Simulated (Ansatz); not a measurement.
The calculation used DFT PBE, scalar-relativistic, plane waves, PAW (Ansatz). All cells share a 420 eV cutoff and Γ-centred k meshes spaced at most about 0.3 Å⁻¹ (about 0.25 or finer for metals, 2π included). No spin polarisation in the final relaxations.

These are static total energies at zero pressure.

Compare these two cells of NaInTe, each relaxed at this level.

A.

```
CELL_PARAMETERS angstrom
4.77174 0.00000 0.00000
0.00000 4.77174 0.00000
0.00000 0.00000 5.82853
ATOMIC_POSITIONS crystal
Na 0.00000 0.00000 0.00000
In 0.50000 0.50000 0.50000
Te 0.00000 0.00000 0.50000
```

B.

```
CELL_PARAMETERS angstrom
3.19751 0.00000 0.00000
0.00000 5.84965 0.00000
0.00000 0.00000 6.55105
ATOMIC_POSITIONS crystal
Na 0.00000 0.00000 0.50000
In 0.00000 0.50000 0.00000
Te 0.00000 0.50000 0.50000
```

Question: Which form is favoured at zero pressure, and by what margin per atom?

Answer: A is lower, by 137 meV/atom. A has space group P4/mmm (No. 123), 44.2 Å³/atom and no gap on its mesh; B has space group Pmmm (No. 47), 40.8 Å³/atom and no gap. Counting Te atoms around In and Na (those within 1.25 times the shortest such distance or 1.15 times the sum of covalent radii, 1.27 where that leaves under three; the shortest distance is added where it exceeds 1.18 times the sum of covalent radii), A has Na 2, In 4 from 3.4 Å and B has Na 2, In 2. The lower one is the more open, so pressure narrows the difference. In A, around Na lie 2 Te at 2.91 Å, 8 In at 4.46 Å and 4 Na at 4.77 Å; In is surrounded by 4 Te at 3.37 Å, 8 Na at 4.46 Å and 4 In at 4.77 Å; around Te lie 2 Na at 2.91 Å and 4 In at 3.37 Å. In B, around Na lie 2 Te at 2.92 Å and 2 Na at 3.20 Å; In is surrounded by 2 In at 3.20 Å and 2 Te at 3.28 Å; Te has 2 Na at 2.92 Å, 2 Te at 3.20 Å and 2 In at 3.28 Å. Both come from invented guesses.

These runs have no spin–orbit coupling, which can matter for Te. Cells relaxed within their symmetry can be saddle points.
